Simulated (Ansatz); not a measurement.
Data:

SnPb₄S₅:
```yaml
crystal:
  lattice:
    - [-2.10193, 2.10193, 14.86089]
    - [2.10193, -2.10193, 14.86089]
    - [2.10193, 2.10193, -14.86089]
  atoms:
    - { symbol: Sn, position: [0.00000, 0.00000, 0.00000] }
    - { symbol: Pb, position: [0.40099, 0.40099, 0.00000] }
    - { symbol: Pb, position: [0.59901, 0.59901, 0.00000] }
    - { symbol: Pb, position: [0.80018, 0.80018, 0.00000] }
    - { symbol: Pb, position: [0.19982, 0.19982, 0.00000] }
    - { symbol: S, position: [0.50000, 0.50000, 0.00000] }
    - { symbol: S, position: [0.70059, 0.70059, 0.00000] }
    - { symbol: S, position: [0.29941, 0.29941, 0.00000] }
    - { symbol: S, position: [0.09764, 0.09764, 0.00000] }
    - { symbol: S, position: [0.90236, 0.90236, 0.00000] }
```

This is the r²SCAN-relaxed structure. Cartesian axes are those of the cell as given.

All from plane-wave PAW r²SCAN (Ansatz code), unless another level is named. Estimate the Debye temperature from the elastic constants.

238 K.

Give the elastic constants (relaxed ions, GPa).

C11 = 98.6, C12 = 57.2, C13 = 17.1, C33 = 137, C44 = 20.0, C66 = 60.8.

Space group I4/mmm. The workflow started from a Materials Project entry (that database holds measured and hypothetical structures alike); the Crystallography Open Database copy checked does not list it. Its standing as an ambient phase is unchecked. The cell was relaxed with r²SCAN under the symmetry of its start; whether a distortion lowers the energy is not shown. Spin–orbit coupling is left out wherever it is not named.

Potentials: the later of the program's two PAW sets.
